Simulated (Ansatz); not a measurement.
All numbers below come from DFT, PBEsol, plane waves (420 eV) with PAW, scalar-relativistic in Ansatz. (PAW data from PBE, frozen cores regenerated.)

An element in the hcp structure gives this curve. The cell is scaled uniformly from the relaxed one, with fractional coordinates and shape fixed. Energies are extrapolated to zero smearing, pressures are those at the given smearing. Magnetic state: spin not included.

```
V (Å³/atom)  E − E₀ (meV/atom)  P (GPa)
     20.744               52.0     6.95
     21.686               20.6     3.84
     22.629                4.6     1.60
     23.572               -0.1     0.02
     24.515                2.9    -1.03
     25.458               10.5    -1.69
     26.401               21.0    -2.12
```

Question: Which element is it?
A. mercury
B. magnesium
C. antimony
D. indium

Answer: A. Its fit is V₀ = 23.63 Å³/atom, B₀ = 31 GPa, B₀′ = 9.3.
